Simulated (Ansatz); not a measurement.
MgSe:
```yaml
crystal:
  lattice:
    - [4.22868, 0.00000, 0.00000]
    - [-2.11434, 3.66214, 0.00000]
    - [0.00000, 0.00000, 6.81284]
  atoms:
    - { symbol: Mg, position: [0.66667, 0.33333, 0.49792] }
    - { symbol: Mg, position: [0.33333, 0.66667, 0.99792] }
    - { symbol: Se, position: [0.66667, 0.33333, 0.87708] }
    - { symbol: Se, position: [0.33333, 0.66667, 0.37708] }
```

Relaxed with HSE06.

Give the Bader charges and basin volumes of the independent atoms, plane-wave PAW HSE06 (Ansatz code).



```tsv
atom	Bader charge (e)	Bader volume (Å³)
Mg1	+1.64	6.9
Se3	-1.64	45.8
```

Space group P6_3mc (wurtzite). The first step of the workflow began from a Materials Project structure, measured or hypothetical; the Crystallography Open Database copy checked does not list it. COD files the formula under space group No. 225. Whether it is the stable phase at ambient conditions was not checked. Symmetry was held in the HSE06 relaxation; its stability against distortions is not shown here.

Potentials: the earlier of the program's two PAW sets. The files were generated under PBE; for other functionals the program regenerates the frozen cores, and for LDA and PBEsol the local potential too.
